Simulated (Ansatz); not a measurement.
## GaP: relaxation of cell and atoms

These are results of DFT, PBE, PAW with Ansatz's default frozen-core files, scalar-relativistic (Ansatz 0.2.0), not measurements.

Command: `ansatz run input.yaml --threads 1 --pin off --max-ram 2048MiB --backend cpu --events-out ev --progress --plain --runs-dir out` The run took about 16 s on 1 thread of a shared machine.

```yaml
crystal:
  lattice:
    - [0.0, 2.7103316823, 2.7103316823]
    - [2.7103316823, 0.0, 2.7103316823]
    - [2.7103316823, 2.7103316823, 0.0]
  atoms:
    - { symbol: Ga, position: [0.0, 0.0, 0.0] }
    - { symbol: P, position: [0.25, 0.25, 0.25] }
kpoints:
  mp_grid: { grid: [13, 13, 13] }
scf:
  occupations: { method: fermi_dirac, width: 0.03 }
hamiltonian:
  xc: pbe
  pseudopotentials: { kind: paw }
output:
  forces: true
  stress: true
relax:
  f_tol: 0.005
  max_steps: 80
  cell: {}
```

The cell is built from the zincblende type as a first guess.

The cutoff is 420 eV; energies and pressures of the walk include the program's estimate of the Pulay term.

Each frame lists the cell vectors (Å), then Cartesian positions (Å); symmetry keeps all forces zero. Free energies count from the first step, -4539.5369 eV.

The walk took 5 evaluations in all; steps that aren't listed are left out.

Step 1: E = 0.0 meV, P = 4.01 GPa

```
cell 0.0000 2.7103 2.7103 2.7103 0.0000 2.7103 2.7103 2.7103 0.0000
Ga    0.0000    0.0000    0.0000
P     1.3552    1.3552    1.3552
```

Step 2: E = -20.2 meV, P = 1.21 GPa

```
cell 0.0000 2.7391 2.7391 2.7391 0.0000 2.7391 2.7391 2.7391 0.0000
Ga    0.0000    0.0000    0.0000
P     1.3696    1.3696    1.3696
```

Question: How does the relaxation end?

Answer: It converges, with a = 5.506 Å, b = 5.506 Å, c = 5.506 Å, α = 90.00°, β = 90.00°, γ = 90.00° (conventional cell, space group F-43m). The last solve (on a basis chosen afresh for the final cell, so its energy is not quite comparable) gives E = -23.0 meV, P = 0.01 GPa:
```
cell 0.0000 2.7530 2.7530 2.7530 0.0000 2.7530 2.7530 2.7530 0.0000
Ga    0.0000    0.0000    0.0000
P     1.3765    1.3765    1.3765
```
